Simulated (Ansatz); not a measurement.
## Equation of state of ScGa3

```cif
data_structure
_symmetry_space_group_name_H-M 'Pm-3m'
_symmetry_Int_Tables_number 221
_cell_length_a 4.0950
_cell_length_b 4.0950
_cell_length_c 4.0950
_cell_angle_alpha 90.000
_cell_angle_beta 90.000
_cell_angle_gamma 90.000
_cell_volume 68.67
loop_
_atom_site_label
_atom_site_type_symbol
_atom_site_symmetry_multiplicity
_atom_site_Wyckoff_symbol
_atom_site_fract_x
_atom_site_fract_y
_atom_site_fract_z
_atom_site_occupancy
Sc1 Sc 1 a 0.00000 0.00000 0.00000 1
Ga1 Ga 3 c 0.00000 0.50000 0.50000 1
```

The runs use the primitive cell with vectors (4.095, 0.000, 0.000), (0.000, 4.095, 0.000), (0.000, 0.000, 4.095) Å, to which the k mesh refers.

The cell comes from COD entry 1523115, which wasn't checked; take it as a given geometry.

Levels of theory: DFT, LDA, all-electron LAPW, scalar-relativistic (Ansatz 0.2.0); DFT, LDA, PAW with Ansatz's default frozen-core files, scalar-relativistic (Ansatz 0.2.0).

For LAPW: a Γ-centred 9×9×9 k mesh, Fermi–Dirac smearing of 0.05 eV, basis error target 1 meV/atom, no spin polarisation. PAW takes a cutoff of 420 eV at this cell (files made with PBE, cores remade for this functional). The Ansatz runs share mesh, smearing and spin set-up. Plane-wave (PAW) pressures include the program's estimate of the Pulay term.

The cell above is scaled evenly, with fractional coordinates and shape held.

```json
{"V/V(cell)": "0.9400", "V (Å³/atom)": "16.137", "P, LAPW (GPa)": "-0.70", "P, PAW (GPa)": "-0.74", "free energy over the lowest listed, PAW (meV/atom)": "0.0"}
{"V/V(cell)": "0.9800", "V (Å³/atom)": "16.824", "P, LAPW (GPa)": "-4.03", "P, PAW (GPa)": "-4.06", "free energy over the lowest listed, PAW (meV/atom)": "10.6"}
{"V/V(cell)": "1.0000", "V (Å³/atom)": "17.167", "P, LAPW (GPa)": "-5.44", "P, PAW (GPa)": "-5.47", "free energy over the lowest listed, PAW (meV/atom)": "20.8"}
{"V/V(cell)": "1.0100", "V (Å³/atom)": "17.339", "P, LAPW (GPa)": "-6.09", "P, PAW (GPa)": "-6.12", "free energy over the lowest listed, PAW (meV/atom)": "27.0"}
{"V/V(cell)": "1.0400", "V (Å³/atom)": "17.854", "P, LAPW (GPa)": "-7.84", "P, PAW (GPa)": "-7.87", "free energy over the lowest listed, PAW (meV/atom)": "49.6"}
```
